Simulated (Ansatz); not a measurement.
Si (diamond)

```
CELL_PARAMETERS angstrom
      0.00000     2.73515     2.73515
      2.73515     0.00000     2.73515
      2.73515     2.73515     0.00000
ATOMIC_POSITIONS crystal
  Si 0.50000 0.50000 0.50000
  Si 0.75000 0.75000 0.75000
```

The slice is a {111} plane (indices of the conventional cell) through the point (0.500, 0.500, 0.500) (fractional), spanned by u = [100] and v = [-1 2 0] in vectors of this cell: u (3.87 Å) and v (6.70 Å, at 90° to u). It covers one period; positions are fractions (u, v).

Level of theory: PBE (plane waves to 420 eV, PAW, scalar-relativistic; Ansatz, a quantum-chemistry and plane-wave program). k mesh 10×10×10. Near the nuclei the fields are pseudised (PAW); where an atom keeps semicore shells as valence, they peak there. Si was relaxed with its symmetry unable to fall.

Predict the map of the valence electron density on the slice.


```
|44557788886655444444556688887755|
|88888888775544332233445577888888|
|99999977664422111111224466779999|
|99998877553322000000223355778899|
|99998866553311000000113355668899|
|99888866553322110011223355668888|
|88888877554433222222334455778888|
|88888877665555444444555566778888|
|88888888777766666666667777888888|
|88888888888888887788888888888888|
|88888899999999888888999999998888|
|88888899999999887788999999998888|
|77777788999988664466889999887777|
|55666677889977441144779988776666|
|44445566888877554455778888665544|
|22334455778888888888888877554433|
|11112244667799999999997766442211|
|00002233557788999999887755332200|
|00001133556688999999886655331100|
|00112233556688889988886655332211|
|22223344557788888888887755443322|
|44445555667788888888887766555544|
|66666677778888888888888877776666|
|77888888888888888888888888888888|
|88889999999988888888889999999988|
|77889999999988888888889999999988|
|44668899998877777777778899998866|
|11447799887766665566667788997744|
```
Scale: ten equal steps from -1.48 (start of '0') to -0.30 (end of '9'), in the order '0123456789'. Values: log₁₀ of the valence density in e/Å³. The map has 16 points along u (two characters each, u = 0 at the left) and 28 along v (v = 0 in the bottom row). The scale is logarithmic, as a density can span decades between atoms and voids.
